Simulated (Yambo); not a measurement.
SrAgO₂: sweep of GW parameters

G0W0@LDA for SrAgO2 (space group C2/m, No. 12) in Yambo. Reference settings: 2×2×4 Γ-centred k mesh, bands 9 to 197 and a 7 Ry block in the screening, 197 bands in G with the Bruneval-Gonze terminator, plasmon pole fitted at 27.2 eV. The LDA gap (-0.5, -0.5, 0) → (0, -0.5, -0.5) on this mesh is 0.89 eV; G0W0 gaps are taken between the same points.

```
change from the reference                                G0W0 gap (-0.5, -0.5, 0) → (0, -0.5, -0.5) (eV)  shift of the valence edge (eV)        rough Yambo cost
-------------------------------------------------------  -----------------------------------------------  ------------------------------  ----------------------
reference settings                                                                                  1.77                           -0.27                       1
119 bands in W, 119 bands in G                                                                      1.79                           -0.18               about 1/2
158 bands in W, 158 bands in G                                                                      1.77                           -0.23  within a factor of two
wavefunctions cut at 20 Ry                                                                          1.87                           -0.07               about 1/3
wavefunctions cut at 50 Ry                                                                          1.77                           -0.26               about 1/2
exchange cut at 40 Ry                                                                               1.79                           -0.17                       –
exchange cut at 5 Ry                                                                                2.05                            3.95                       –
87 bands in W, 87 bands in G, 4 Ry block                                                            1.87                           -0.18               about 1/4
119 bands in W, 119 bands in G, 4 Ry block                                                          1.85                           -0.22               about 1/3
158 bands in W, 158 bands in G, 4 Ry block                                                          1.83                           -0.25  within a factor of two
6 Ry block                                                                                          1.77                           -0.25  within a factor of two
64 bands in W, 64 bands in G, 3 Ry block, no terminator                                             2.04                           -0.06               about 1/7
87 bands in W, 87 bands in G, 3 Ry block, no terminator                                             2.00                           -0.08               about 1/4
3 Ry block, no terminator                                                                           1.95                           -0.27  within a factor of two
no terminator                                                                                       1.78                           -0.02  within a factor of two
```

The reference isn't shown to be the converged limit. Costs are rough (shared machines), scaled to the same edge states, and given only for runs that recompute the screening. In the run with 197 bands and a 7 Ry block, which covers more k points, the smallest G0W0 gap is 1.69 eV, (0, -0.5, -0.5) → (0, -0.5, -0.5). The mesh misses a band edge: along a dense path the LDA gap is 0.71 eV against 0.89 eV on the mesh.

Spin-orbit splittings are left out.

Geometry of the Materials Project entry, not relaxed at this level; primitive cell a = 5.9823 Å, b = 5.9823 Å, c = 3.5887 Å, α = 90.44°, β = 90.44°, γ = 105.64°.

The structure is a Materials Project entry; no match was found in the copy of COD used, and its stability was not checked.

A shift is the quasiparticle energy of the state minus its LDA energy.
